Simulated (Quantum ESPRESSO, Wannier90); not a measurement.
RbCl (CsCl type), plane waves to Wannier functions

```yaml
crystal:
  lattice:
    - [3.93597, 0.00000, 0.00000]
    - [0.00000, 3.93597, 0.00000]
    - [0.00000, 0.00000, 3.93597]
  atoms:
    - { symbol: Rb, position: [0.00000, 0.00000, 0.00000] }
    - { symbol: Cl, position: [0.50000, 0.50000, 0.50000] }
```

Materials Project entry mp-23299; symmetrised, unrelaxed at this level. COD (Crystallography Open Database) has the formula in 2 space groups, this one among them (matched by group alone). Level: PBEsol, no spin polarisation, no spin-orbit coupling; pw.x of Quantum ESPRESSO at 47 Ry with PseudoDojo potentials, 6×6×6 k-points, Wannier90. Density: 8×8×8 mesh, cold smearing 0.01 Ry.

Functional, cutoff and mesh named above are those of the base row (47); the first column says what each row takes instead. Model: 4 functions from bands 2,6-8, start SCDM (isolated) (the valence bands). Energies are relative to the valence-band maximum; the misfit is to pw.x on a path, for all bands of the set. Only the plane-wave cutoff changes (density cutoff four times as high). Ω_total can sit in another minimum from row to row; Ω_I of an isolated set cannot.

```tsv
ecutwfc (Ry)	Ω_I (Å²)	Ω_total (Å²)	rms misfit (meV)	gap (eV)	ΔE to highest cutoff (meV/atom)	plane waves a k-point, about (cost)	rough cost of nscf and overlaps (first row = 1)
24	4.39	5.11	3.3	4.909	764.4	820	1.0
29	4.37	5.11	1.4	4.790	256.8	1100	1.2
35	4.37	5.10	0.9	4.772	61.1	1400	1.8
47	4.37	5.10	0.6	4.771	3.9	2200	2.3
58	4.37	5.10	0.6	4.772	0.3	3100	5
73	4.37	5.10	0.8	4.772	0.0	4300	7
```
